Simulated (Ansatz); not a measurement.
SiC:
```cif
data_C3Si3
_chemical_formula_sum 'Si3 C3'
_space_group_name_H-M_alt 'P 1'
_space_group_IT_number 1
_cell_length_a 3.08493
_cell_length_b 3.08493
_cell_length_c 7.06170
_cell_angle_alpha 90.000
_cell_angle_beta 90.000
_cell_angle_gamma 120.000
loop_
_space_group_symop_operation_xyz
  'x, y, z'
loop_
_atom_site_label
_atom_site_type_symbol
_atom_site_fract_x
_atom_site_fract_y
_atom_site_fract_z
_atom_site_occupancy
Si1 Si 0.50000 0.00000 0.50000 1
Si2 Si 0.00000 0.50000 0.16667 1
Si3 Si 0.50000 0.50000 0.83333 1
C1 C 0.50000 0.00000 0.00000 1
C2 C 0.00000 0.50000 0.66667 1
C3 C 0.50000 0.50000 0.33333 1
```

This is the PBE-relaxed structure.

Q: All from PBE (plane waves, PAW; program Ansatz), unless another level is named. Give the electronic dielectric constant ε∞ (DFPT).

A: 11.2 (xx = yy), 11.3 (zz).

Q: What about the static dielectric constant ε0 (ions relaxed, cell fixed)?

A: 22.5 (xx = yy), 17.4 (zz).

Q: Predict the Born charges (a third of the trace).

A: Si +3.21, C -3.21 e.

Q: And the Bader charges?

A: Si +2.62, C -2.62 e.

Space group P6_222. The cell is a constructed one: a structure type filled with these elements; neither database checked (COD, Materials Project) lists it. It is not the phase usual at ambient conditions (space group No. 186, 216). The cell was relaxed with PBE under the symmetry of its start; phonons on a q-mesh show no instability.

Potentials: the later of the program's two PAW sets.
